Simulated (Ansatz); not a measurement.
**Band structure of La$_{3}$AlN**

```xyz
5
Lattice="5.0975 0.0000 0.0000 0.0000 5.0975 0.0000 0.0000 0.0000 5.0975" Properties=species:S:1:pos:R:3 pbc="T T T"
La    2.5488    2.5488    0.0000
La    0.0000    2.5488    2.5488
La    2.5488    0.0000    2.5488
Al    0.0000    0.0000    0.0000
N     2.5488    2.5488    2.5488
```

Atom numbers follow the list: La1, La2, La3, Al4, N5.

Structure from Materials Project entry mp-4505 (possibly hypothetical), not relaxed further.

Spin–orbit coupling is left out, though it moves levels of the heavy atoms by tenths of an eV or more.

Method: Ansatz 0.2.0, DFT, LDA, all-electron LAPW, scalar-relativistic.

Sampling and basis: a Γ-centred 6×6×6 k mesh, Fermi–Dirac smearing of 0.08 eV, basis error target 1 meV/atom, no spin polarisation.

Points in fractions of the reciprocal vectors of this cell: Γ (0, 0, 0), X (0, 0.5, 0), M (0.5, 0.5, 0), R (0.5, 0.5, 0.5). The path joins them by straight lines in the order Γ–X–M–Γ–R–X–R–M; legs that retrace an earlier one aren't tabulated. Energies are in eV from the Fermi level.

Q: Is there a gap?

A: none: with an odd electron count and no spin polarisation the bands can't all be full, a metal in this set-up (spin order or a larger cell could open a gap).

Q: List the levels between -8 and 1.5 eV at the symmetry points.

A: 
Γ: -5.20, -1.42 (×3), -0.92 (×2), -0.81 (×3), 0.87 (×3)
X: -4.14, -3.44, -2.30, -1.66 (×2), -0.58 (×2), -0.42, 0.58, 1.05
M: -3.94, -3.78 (×2), -1.93, -1.21, -1.11 (×2), 1.13 (×2), 1.22 (×2), 1.50
R: -4.66, -4.13 (×3), 0.35 (×3), 0.73 (×3)
